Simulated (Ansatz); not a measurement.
Relaxed candidate structures of ZrRh:

**A**
```
CELL_PARAMETERS angstrom
      0.00000     2.69302     2.69302
      2.69302     0.00000     2.69302
      2.69302     2.69302     0.00000
ATOMIC_POSITIONS crystal
  Rh 0.50000 0.50000 0.50000
  Zr 0.00000 0.00000 0.00000
```

**B**
```
ZrRh
1.0
    3.51691     0.00000     0.00000
   -1.75846     3.04573     0.00000
    0.00000     0.00000    14.36615
Zr Rh
4 4
Direct
  0.33333   0.66667   0.62476
  0.66667   0.33333   0.12476
  0.66667   0.33333   0.37524
  0.33333   0.66667   0.87524
  0.00000   0.00000   0.50000
  0.00000   0.00000   0.00000
  0.33333   0.66667   0.25000
  0.66667   0.33333   0.75000
```

**C**
```
CELL_PARAMETERS angstrom
     -1.95353     1.95353     4.67250
      1.95353    -1.95353     4.67250
      1.95353     1.95353    -4.67250
ATOMIC_POSITIONS crystal
  Rh 0.75000 0.25000 0.50000
  Rh 0.00000 0.00000 0.00000
  Zr 0.50000 0.50000 0.00000
  Zr 0.25000 0.75000 0.50000
```

**D**
```xyz
8
Lattice="-1.7251 2.0662 10.4357 1.7251 -2.0662 10.4357 1.7251 2.0662 -10.4357" Properties=species:S:1:pos:R:3 pbc="T T T"
Rh     0.0000     3.0993     4.1897
Rh     1.7251    -1.0331     6.2459
Rh     1.7251     1.0331     0.9762
Rh     0.0000     1.0331     9.4594
Zr     0.0000     3.0993     1.4782
Zr     1.7251    -1.0331     8.9574
Zr     1.7251     1.0331     3.6644
Zr     0.0000     1.0331     6.7713
```

**E**
```cif
data_Rh2Zr2
_chemical_formula_sum 'Zr2 Rh2'
_space_group_name_H-M_alt 'P 1'
_space_group_IT_number 1
_cell_length_a 4.37224
_cell_length_b 4.37224
_cell_length_c 5.46497
_cell_angle_alpha 90.000
_cell_angle_beta 90.000
_cell_angle_gamma 90.000
loop_
_space_group_symop_operation_xyz
  'x, y, z'
loop_
_atom_site_label
_atom_site_type_symbol
_atom_site_fract_x
_atom_site_fract_y
_atom_site_fract_z
_atom_site_occupancy
Zr1 Zr 0.00000 0.50000 0.00000 1
Zr2 Zr 0.50000 0.00000 0.50000 1
Rh1 Rh 0.00000 0.00000 0.25000 1
Rh2 Rh 0.00000 0.00000 0.75000 1
```

Question: Order them by energy per atom (lowest first) at the level PBE (plane waves to 420 eV, PAW, scalar-relativistic; Ansatz, a program for electronic structure).

Answer: D (reference), C (+0.11 eV/atom), B (+0.20 eV/atom), A (+0.24 eV/atom), E (+1.05 eV/atom)

The lowest structure calculated, Pbam, oP8, is not among these; it lies 0.03 eV/atom below the lowest of them. Each run could gain symmetry but not lose that of its start, so entries can be saddle points. All of these are generated cells (placed on structure types, drawn at random, substituted or restacked) that were not matched to a known phase here. The real structure of this composition may not be among these. Static energies at zero pressure. Each cell has its own k-point mesh; energy differences are given only to the digits this allows. No spin polarisation in the result.
